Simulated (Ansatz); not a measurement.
Theory: DFT PBE, scalar-relativistic, plane waves, PAW in Ansatz 0.2.0. Settings: cutoff 420 eV, Γ-centred meshes spaced at most about 0.3 Å⁻¹ (2π included), Gaussian smearing. No spin polarisation in the final relaxations.

All energies are static (0 K, no zero-point motion).

Two relaxed structures of LiTlF4:

1. Space group P2_1/m (No. 11), monoclinic, a = 3.781 Å, b = 7.755 Å, c = 5.571 Å, β = 108.7°. Around Li lie 5 F at 1.89–2.05 Å; around Tl lie 8 F at 2.28–2.37 Å; around F on a site of symmetry 1 lie 1 Li at 1.98 Å, 2 Tl at 2.28–2.31 Å and 3 F at 2.61 Å; F on a site of symmetry m has 2 Li at 2.04–2.05 Å, 2 Tl at 2.37 Å and 5 F at 2.61 Å; around F on a second site of symmetry m lie 1 Li at 1.89 Å, 2 Tl at 2.31 Å and 1 F at 2.61 Å.

2. Space group P4/mmm (No. 123), tetragonal, a = 3.766 Å, c = 5.306 Å. Li is surrounded by 8 F at 2.30 Å; around Tl lie 8 F at 2.30 Å; F is surrounded by 2 Tl at 2.30 Å, 2 Li at 2.30 Å and 6 F at 2.65–2.66 Å.

Question: Which would you expect to be lower, and how large is the difference?

Answer: Cell 1 is lower, by 28 meV/atom. Cell 1 has space group P2_1/m (No. 11), 12.9 Å³/atom and a gap of 1.96 eV on its mesh; cell 2 has Li and Tl ordered on fluorite sites, space group P4/mmm (No. 123), 12.5 Å³/atom and a gap of 1.94 eV. Counting F atoms around Li and Tl (those within 1.25 times the shortest such distance or 1.15 times the sum of covalent radii, 1.27 where that leaves under three; the shortest distance is added where it exceeds 1.18 times the sum of covalent radii), cell 1 has Li 5, Tl 8 and cell 2 has Li 8 from 2.3 Å, Tl 8. Both come from invented guesses.

These runs have no spin–orbit coupling, which can matter for Tl. Kohn–Sham gaps at this level usually fall short of measured ones. The missing spin–orbit coupling can work the other way here. Cells relaxed within their symmetry can be saddle points. The P2_1/m cell of LiTlF4 came from shaking the P4/mmm one.
